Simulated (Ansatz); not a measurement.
A single-point calculation of Ge built on the diamond prototype with Ansatz 0.2.0, at the level PBE. The cell was relaxed with r2SCAN and then strained (isotropic +3.0 % on every length), with the atoms relaxed again with r2SCAN; k points keep the names of the unstrained zone.

input.yaml:
```yaml
crystal:
  lattice:
    - [0.0, 2.9219797175, 2.9219797175]
    - [2.9219797175, 0.0, 2.9219797175]
    - [2.9219797175, 2.9219797175, 0.0]
  atoms:
    - { symbol: Ge, position: [0.0, 0.0, 0.0] }
    - { symbol: Ge, position: [0.25, 0.25, 0.25] }
kpoints:
  mp_grid: { grid: [8, 8, 8] }
  band_path:
    path:
      - [0.0, 0.0, 0.0]
      - [0.5, 0.0, 0.5]
      - [0.625, 0.25, 0.625]
      - [0.375, 0.375, 0.75]
      - [0.5, 0.5, 0.5]
      - [0.5, 0.25, 0.75]
      - [0.0, 0.0, 0.5]
    npoints: 1
hamiltonian:
  xc: pbe
scf:
  occupations: { method: fermi_dirac, width: 0.02 }
  n_extra_bands: 4
output:
  forces: true
  stress: true
  eigenvalues: true
  write_density: true
  write_potential: true
  elf: true
  volumetric_format: npy
```

Command: `ansatz run input.yaml --threads 2 --pin off --max-ram 29491MiB --backend cpu --events-out ev --progress --plain --runs-dir out`. It took 0.87 s on 2 threads of AMD EPYC 7R13 Processor (Zen 3), with other jobs on the host; peak host memory 0.43 GiB.

The log, with set-up remarks and timings taken out:
```
scf.n_extra_bands = 4 over 14 filled bands (N_el = 28.0): the run solves 18 bands
Pseudopotential: Ge, paw, valence charge 14, recommended cutoff 420 eV (normal)
Functional definition: PBE
Crystal: 2 atoms, lattice volume = 49.896 Å³
Basis set: ecut = 420 eV, 941 PW (Γ)
Symmetry: 48 space group operations
Space group: Fd-3m (ITA 227)
k-points: 29 of 512
SCF 1 converged in 6 iterations: F = -8589.941962 eV  dr2 = 2.31e-9
SCF converged after 6 iterations
Free energy (F): -8589.941962 eV
Internal energy: -8589.941725 eV  (E = F + TS)
E sigma→0 (E₀):  -8589.941843 eV
Entropy (-TS):   -0.000238 eV (-0.119 meV/atom)
Fermi energy:    7.255503 eV
--- Stress (GPa, compression-positive) ---
       -2.261206       0.000000       0.000000
        0.000000      -2.261206       0.000000
        0.000000       0.000000      -2.261206
  P = ⅓ Tr σ = -2.2612 GPa (-22.612 kbar)
```

bands.tsv, columns around the gap (it counts bands from 0):
```tsv
# k_distance	band_9	band_10	band_11	band_12	band_13	band_14	band_15	band_16	band_17
# fermi_ev = 7.255503
# [0, 0, 0] at k_distance = 0.000000
# [0.5, 0, 0.5] at k_distance = 1.075159
# [0.625, 0.25, 0.625] at k_distance = 1.455285
# [0.375, 0.375, 0.75] at k_distance = 2.113683
# [0.5, 0.5, 0.5] at k_distance = 2.772080
# [0.5, 0.25, 0.75] at k_distance = 3.532333
# [0, 0, 0.5] at k_distance = 4.292585
# levels_relative_to = fermi_ev
0.000	-24.391	-11.976	-0.727	0.096	0.096	0.096	2.597	2.597	2.597
1.075	-24.356	-8.450	-8.450	-2.656	-2.656	0.954	0.954	8.818	8.818
1.455	-24.345	-8.902	-7.902	-3.756	-2.260	1.295	3.969	6.730	6.996
2.114	-24.345	-8.902	-7.902	-3.756	-2.260	1.295	3.969	6.730	6.996
2.772	-24.367	-10.114	-7.096	-1.167	-1.167	0.001	3.775	3.775	7.153
3.532	-24.347	-8.378	-8.378	-3.370	-3.370	4.027	4.027	4.740	4.740
4.293	-24.367	-10.114	-7.096	-1.167	-1.167	0.001	3.775	3.775	7.153
```
In order the rows are Γ, X, U, K, L, W, L.

Planar averages along the third cell vector, from rho_z.tsv and v_z.tsv (valence density with its augmentation; electrostatic potential energy of an electron, of which only differences have a meaning):
```
z (Å)  ρ (e/Å³)  v_es (eV)
 0.00     1.372       0.36
 0.14     1.264      -0.42
 0.28     0.992      -1.00
 0.41     0.767      -1.32
 0.55     0.717      -1.38
 0.69     0.863      -1.20
 0.83     1.135      -0.74
 0.96     1.350      -0.05
 1.10     1.322       0.79
 1.24     1.045       1.66
 1.38     0.695       2.58
 1.52     0.427       3.59
 1.65     0.272       4.67
 1.79     0.191       5.80
 1.93     0.146       6.96
 2.07     0.120       8.01
 2.20     0.105       8.82
 2.34     0.095       9.32
 2.48     0.090       9.57
 2.62     0.089       9.63
 2.75     0.092       9.47
 2.89     0.099       9.10
 3.03     0.112       8.45
 3.17     0.132       7.51
 3.31     0.166       6.38
 3.44     0.225       5.23
 3.58     0.337       4.12
 3.72     0.546       3.08
 3.86     0.866       2.11
 3.99     1.205       1.22
```

With PBE the bands overlap by 0.09 eV (counted from 1, band 14 peaks at Γ and band 15 bottoms out at L): no gap. Edges are sought over the mesh and the listed points. The mean pressure is -2.26 GPa (compression positive), so PBE would shrink the cell's volume.

Spin-unpolarised throughout; all numbers are computed.

Spin-orbit coupling is left out.

Gaps or overlaps of about a tenth of an eV are at the limit of these meshes: between the points read a gap can be smaller or closed.
